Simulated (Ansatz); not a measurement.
**Slab of rocksalt HfN (100), 3 layers**

The slab is cut from the rocksalt crystal, which needn't be the stable phase, as relaxed on PAW files (11.15 Å³/atom), with 16 Å of vacuum and a dipole correction:

```
CELL_PARAMETERS angstrom
3.15943 0.00000 0.00000
0.00000 3.15943 0.00000
0.00000 0.00000 20.46810
ATOMIC_POSITIONS crystal
Hf 0.25000 0.25000 0.39085
N 0.75000 0.75000 0.39085
Hf 0.75000 0.75000 0.50000
N 0.25000 0.25000 0.50000
Hf 0.25000 0.25000 0.60915
N 0.75000 0.75000 0.60915
```

Level of theory: DFT with LDA, scalar-relativistic, in Ansatz 0.2.0; a Γ-centred 13×13×1 k mesh, Fermi–Dirac smearing of 0.08 eV, no spin polarisation. LAPW: all electrons, basis error target 1 meV/atom; PAW: frozen-core files, cutoff 420 eV.

The bulk energy comes from a cell in the slab's orientation on a 13×13×9 mesh. The surface energy is (E(slab) − N·E(bulk))/2A at zero smearing, the mean of both faces; thin slabs carry quantum-size effects.

Spin–orbit coupling is left out, which matters for the heavy atoms. The PAW files were made under PBE.

Question: As cut, the LAPW slab lies 2.586 eV above 6 atoms of bulk. What surface energy is that?

Answer: Over two faces of 9.98 Å² it is 129.5 meV/Å², and times 16.02 J/m² per eV/Å² that gives γ = 2.075 J/m².

Question: What do relaxation and the other method give, and what work function comes out?

Answer: 

```tsv
method	γ as cut (J/m²)	γ relaxed (J/m²)	Φ as cut (eV)	Φ relaxed (eV)
LAPW	2.075	1.845	3.27	2.69
PAW	2.078	1.847	3.27	2.69
```

Question: How do the spacings between the planes relax?

Answer: From the bottom face up: d12 -1.0 % of 2.234 Å, d23 -1.0 % of 2.234 Å. The outer plane rumples by 0.200 Å.

Question: A core hole in the 4f shell of Hf is made on one Hf atom of each kind in every 1×1 cell (PAW hole dataset, neutral cell, valence without spin). What does it cost by layer?

Answer: layer 1 16.51 eV, layer 2 16.08 eV. Shifts between layers mean more than the absolute values, and a whole layer of holes screens otherwise than one hole.
